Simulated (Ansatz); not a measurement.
Geometry optimisation in Ansatz: input, command and trajectory.

```yaml
crystal:
  lattice:
    - [3.5382582093, 0.0, 0.0]
    - [-1.7691291046, 3.0642214944, 0.0]
    - [0.0, 0.0, 6.2270743091]
  atoms:
    - { symbol: Pt, position: [0.0, 0.0, 0.0] }
    - { symbol: S, position: [0.3333333333, 0.6666666667, 0.1952004427] }
    - { symbol: S, position: [0.6666666667, 0.3333333333, 0.8047995573] }
basis:
  ecutwfc: 420
kpoints:
  mp_grid: { grid: [12, 12, 4] }
hamiltonian:
  xc: pbe
scf:
  occupations: { method: gaussian, width: 0.02 }
output:
  forces: true
  stress: true
  eigenvalues: true
relax:
  adjacent_minimum: "off"
  f_tol: 0.01
  max_steps: 30
  cell: { stress_tol: 0.1, fix: [volume] }
```

```bash
ansatz run input.yaml --threads 1 --pin off --max-ram 2560MiB --backend cpu --events-out ev --progress --plain --runs-dir out
```

Level of theory: Ansatz 0.2.0, DFT PBE, scalar-relativistic, plane waves, PAW.

The volume is held at 0.94 times that of the relaxed cell.

Of 4 frames 3 are shown, positions in Å and forces in eV/Å; the SCF threshold varies from step to step. Steps run on the plane waves of an earlier cell, with a Pulay correction in the pressure. The basis is chosen afresh for the last frame, the zero of the energies, and at times for earlier ones too; energy and pressure step there, also at an unchanged geometry.

```xyz
3
Lattice="3.5383 0.0000 0.0000 -1.7691 3.0642 0.0000 0.0000 0.0000 6.2271" Properties=species:S:1:pos:R:3:forces:R:3 pbc="T T T" step=1 free_energy_over_end_meV_per_atom=7.56 pressure_GPa=3.63
Pt    0.0000    0.0000    0.0000    0.0000    0.0000    0.0000
S     0.0000    2.0428    1.2155    0.0000    0.0000    0.4313
S     1.7691    1.0214    5.0115    0.0000    0.0000   -0.4313
3
Lattice="3.5657 0.0000 0.0000 -1.7828 3.0880 0.0000 0.0000 0.0000 6.1317" Properties=species:S:1:pos:R:3:forces:R:3 pbc="T T T" step=2 free_energy_over_end_meV_per_atom=0.33 pressure_GPa=0.20
Pt    0.0000    0.0000    0.0000    0.0000    0.0000    0.0000
S     0.0000    2.0586    1.2380    0.0000    0.0000   -0.0624
S     1.7828    1.0293    4.8937    0.0000    0.0000    0.0624
3
Lattice="3.5757 0.0000 0.0000 -1.7878 3.0966 0.0000 0.0000 0.0000 6.0974" Properties=species:S:1:pos:R:3:forces:R:3 pbc="T T T" step=4 free_energy_over_end_meV_per_atom=0.00 pressure_GPa=0.16
Pt    0.0000    0.0000    0.0000    0.0000    0.0000    0.0000
S     0.0000    2.0644    1.2276    0.0000    0.0000   -0.0037
S     1.7878    1.0322    4.8698    0.0000    0.0000    0.0037
```

The run took 41 s on 1 thread of Intel(R) Xeon(R) Processor @ 2.50GHz (Skylake/Cascade Lake), on a shared host, peak memory 0.41 GiB.

Spin–orbit coupling is left out, which can shift energies with elements as heavy as these. The cell holds layers, and where no dispersion correction was added their binding is poorly described.